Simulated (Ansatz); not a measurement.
GaN:
```
GaN
1.0
    3.18286     0.00000     0.00000
   -1.59143     2.75644     0.00000
    0.00000     0.00000     5.18543
Ga N
2 2
Direct
  0.66667   0.33333   0.49918
  0.33333   0.66667   0.99918
  0.66667   0.33333   0.87582
  0.33333   0.66667   0.37582
```

DFT-PBEsol in the program Ansatz with PAW potentials gives a gap of 1.88 eV without spin–orbit coupling, maximum at Γ, minimum at Γ.

Question: What happens when spin–orbit coupling is switched on?

Answer: The gap drops by 0.01 eV, to 1.87 eV; maximum at Γ, minimum at Γ.

Question: Give the electron effective mass with spin–orbit coupling.

Answer: 0.16, 0.17, 0.17 mₑ (principal values).

Question: Give the hole effective mass with spin–orbit coupling.

Answer: 2.1 along z (mₑ).

Space group P6_3mc (wurtzite). Symmetry was held in the PBEsol relaxation.

Potentials: the earlier of the program's two PAW sets.
